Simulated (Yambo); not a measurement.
Yambo run on KCl (rock salt, space group Fm-3m, No. 225). The wavefunctions are LDA (pw.x of Quantum ESPRESSO, ONCV potentials, without SOC) ones on a 4×4×4 mesh (8 occupied bands); a = b = c = 4.2959 Å, α = β = γ = 60.00°.

Yambo input:

```
rim_cut
gw0
dyson
el_el_corr
HF_and_locXC
ppa
em1d
RandQpts= 1000000
RandGvec= 1 Ry
EXXRLvcs= 72 Ry
VXCRLvcs= 288 Ry
Chimod= "HARTREE"
% BndsRnXp
 1 | 136 |
%
NGsBlkXp= 10 Ry
% LongDrXp
 1.0 | 1.0 | 1.0 |
%
PPAPntXp= 27.2114 eV
% GbndRnge
 1 | 84 |
%
GTermKind= "BG"
DysSolver= "n"
ExtendOut
% QPkrange
 1 | 1 | 8 | 9 |
%
```

k points by index: 1 = Γ.

Table of the .qp output:

```
#    K-point    Band    Eo [eV]    E [eV]    E-Eo [eV]    Vxc [eV]    Vnlxc [eV]    Sc|Eo [eV]    Sc|E [eV]    dSc/dw|Eo [eV]    Re(Z)    Im(Z)
#
    1    8    0.000000    -2.213804    -2.213804    -14.16390    -18.72982    1.844675    2.352111    -6.236895    0.813534    -0.001289
    1    9    5.115364    6.201940    1.086576    -8.112171    -3.710960    -3.154190    -3.314635    -4.017735    0.871346    -0.862866E-3
```
(The two width columns are left out.) Convergence of these settings isn't established.

Geometry relaxed with LDA.
